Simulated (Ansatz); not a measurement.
MoS₂:
```
CELL_PARAMETERS angstrom
      0.00000     2.89838     2.89838
      2.89838     0.00000     2.89838
      2.89838     2.89838     0.00000
ATOMIC_POSITIONS crystal
  Mo 0.00000 0.00000 0.00000
  S  0.25000 0.25000 0.25000
  S  0.75000 0.75000 0.75000
```

Relaxed with PBEsol. Special points in fractions of this cell's reciprocal vectors: Γ (0.000, 0.000, 0.000); X (0.500, 0.000, 0.500); U (0.625, 0.250, 0.625); K (0.375, 0.375, 0.750); L (0.500, 0.500, 0.500); W (0.500, 0.250, 0.750).

List the band energies nearest the Fermi level at these points for DFT-PBEsol with spin–orbit coupling in the program Ansatz with PAW potentials.

In eV from the Fermi level; about four levels below and three above (degenerate sets whole), none deeper than 8.9 eV; points with the same levels are listed once.

| k | below | above |
|---|---|---|
| Γ | -0.50 -0.50 -0.50 -0.50 | 4.38 4.38 4.38 4.38 |
| X | -2.60 -2.60 -0.82 -0.82 | 0.05 0.05 0.98 0.98 |
| U | -2.41 -2.41 -0.23 -0.23 | 0.18 0.18 0.21 0.21 |
| L | -0.61 -0.61 -0.53 -0.53 | 1.71 1.71 4.07 4.07 |
| W | -2.57 -2.57 -0.16 -0.16 | 0.42 0.42 0.60 0.60 |

Space group Fm-3m (fluorite). The cell is a constructed one: a structure type filled with these elements; neither database checked (COD, Materials Project) lists it. It is not the phase usual at ambient conditions (space group No. 160, 194). Symmetry was held in the PBEsol relaxation; whether a distortion lowers the energy is not shown. The run is not spin-polarised.

Potentials: the earlier of the program's two PAW sets. The files were generated under PBE; for other functionals the program regenerates the frozen cores, and for LDA and PBEsol the local potential too.
